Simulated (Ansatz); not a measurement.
CsCl (CsCl type)

```cif
data_ClCs
_chemical_formula_sum 'Cs1 Cl1'
_space_group_name_H-M_alt 'Pm-3m'
_space_group_IT_number 221
_space_group_name_Hall '-P 4 2 3'
_cell_length_a 4.14031
_cell_length_b 4.14031
_cell_length_c 4.14031
_cell_angle_alpha 90.000
_cell_angle_beta 90.000
_cell_angle_gamma 90.000
loop_
_atom_site_label
_atom_site_type_symbol
_atom_site_symmetry_multiplicity
_atom_site_Wyckoff_symbol
_atom_site_fract_x
_atom_site_fract_y
_atom_site_fract_z
_atom_site_occupancy
Cs1 Cs 1 a 0.00000 0.00000 0.00000 1
Cl1 Cl 1 b 0.50000 0.50000 0.50000 1
```

Two coordinates are scanned: the volume, and the ratio of the stretch along z (the conventional c axis) to the stretch across it. Atoms keep their fractional coordinates.

The numbers are results of r2SCAN (plane waves to 500 eV, PAW, scalar-relativistic; Ansatz, an electronic-structure program), not measurements. k mesh 8×8×8 (Γ-centred), Fermi-Dirac smearing 0.05 eV. Compression counts positive. CsCl was relaxed with its symmetry unable to fall.

Changes of σzz (GPa) from the point V/V₀ = 1.000, (c/a)/(c/a)₀ = 1.000 when one coordinate moves alone (two changes are said to add if the coupling is within 5 % of the smaller one, nearly so within 20 %):

```csv
point,change
"V/V₀ = 1.000, (c/a)/(c/a)₀ = 0.880",2.700
"V/V₀ = 1.000, (c/a)/(c/a)₀ = 0.940",1.200
"V/V₀ = 0.960, (c/a)/(c/a)₀ = 1.000",0.831
"V/V₀ = 0.980, (c/a)/(c/a)₀ = 1.000",0.390
"V/V₀ = 1.020, (c/a)/(c/a)₀ = 1.000",-0.344
"V/V₀ = 1.040, (c/a)/(c/a)₀ = 1.000",-0.648
"V/V₀ = 1.000, (c/a)/(c/a)₀ = 1.060",-1.091
"V/V₀ = 1.000, (c/a)/(c/a)₀ = 1.120",-2.180
```

Question: Do the two effects add at V/V₀ = 1.040, (c/a)/(c/a)₀ = 0.940? Give the computed change.

Answer: The sum of the single changes is -0.648 + (1.200) = 0.552; the calculation gives 0.501, so the coupling contributes -0.051 (under 20 % of the smaller single change, nearly additive).

Question: What is the change at V/V₀ = 0.980, (c/a)/(c/a)₀ = 0.940, where both move, and how far is it from the sum?

Answer: The sum of the single changes is 0.390 + (1.200) = 1.590; the calculation gives 1.617, so the coupling contributes 0.027 (under 20 % of the smaller single change, nearly additive).

Question: What is the change at V/V₀ = 0.980, (c/a)/(c/a)₀ = 1.120, where both move, and how far is it from the sum?

Answer: The sum of the single changes is 0.390 + (-2.180) = -1.790; the calculation gives -1.822, so the coupling contributes -0.032 (under 20 % of the smaller single change, nearly additive).

(A scan under strain: stresses follow from slopes of the energy per volume, elastic moduli from its curvatures.)
